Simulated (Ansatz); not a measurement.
# Relaxing a structure of Si2Ni

The start is a relaxed Si2Ni cell with one Ni and one Si atom exchanged in a cell of 6 atoms. A full variable-cell relaxation at zero pressure is run with r2SCAN (plane waves to 500 eV, PAW, scalar-relativistic; Ansatz, a program for electronic structure). The first steps use a coarse 7×7×7 k-mesh.

The start:
```yaml
crystal:
  lattice:
    - [0.00000, 5.38967, 5.38967]
    - [2.69483, 0.00000, 2.69483]
    - [2.69483, 2.69483, 0.00000]
  atoms:
    - { symbol: Si, position: [0.00000, 0.00000, 0.00000] }
    - { symbol: Ni, position: [0.50000, 0.00000, 0.00000] }
    - { symbol: Si, position: [0.12500, 0.25000, 0.25000] }
    - { symbol: Si, position: [0.62500, 0.25000, 0.25000] }
    - { symbol: Ni, position: [0.37500, 0.75000, 0.75000] }
    - { symbol: Si, position: [0.87500, 0.75000, 0.75000] }
```

| Quantity | Result |
|---|---|
| Largest initial force | about 2.0 eV/Å, on Si4 (atoms numbered as listed) |
| Energy released | 0.26 eV/atom |
| Relative to the parent | It does not go back: it is caught in R3m (No. 160), 0.25 eV/atom above the parent |
| Shortest distances (start → end) | The closest pairs of elements (up to four, under 3.6 Å), start → end: Ni–Si 2.33 → 2.18 Å; Si–Si 2.33 → 2.45 Å; Ni–Ni 2.33 → 2.59 Å |
| Band gap at the end | no gap (metallic) |
| Optimiser moves | 15 |

Relaxed structure:

```cif
data_Ni6Si12
_chemical_formula_sum 'Si12 Ni6'
_space_group_name_H-M_alt 'R3m :H'
_space_group_IT_number 160
_space_group_name_Hall 'R 3 -2"'
_cell_length_a 3.77612
_cell_length_b 3.77612
_cell_length_c 21.12460
_cell_angle_alpha 90.000
_cell_angle_beta 90.000
_cell_angle_gamma 120.000
loop_
_atom_site_label
_atom_site_type_symbol
_atom_site_symmetry_multiplicity
_atom_site_Wyckoff_symbol
_atom_site_fract_x
_atom_site_fract_y
_atom_site_fract_z
_atom_site_occupancy
Si1 Si 3 a 0.00000 0.00000 0.99519 1
Ni1 Ni 3 a 0.00000 0.00000 0.48611 1
Si2 Si 3 a 0.00000 0.00000 0.59340 1
Si3 Si 3 a 0.00000 0.00000 0.15832 1
Ni2 Ni 3 a 0.00000 0.00000 0.88588 1
Si4 Si 3 a 0.00000 0.00000 0.38110 1
```
(The calculation used a cell of 6 atoms; values per cell refer to that cell.)

Final values are on a 14×14×14 k-mesh of the relaxed cell. No spin polarisation in the result. A magnetic state may lie lower.

The run could not lose the symmetry of its start, so the end can be a saddle point.

The relaxed structure here is a generated cell of Si2Ni: the first start was made by placing the elements on the sites of a structure type, and the end was not matched to a known phase here, so it may be hypothetical. Known forms of Si2Ni include space group No. 225.
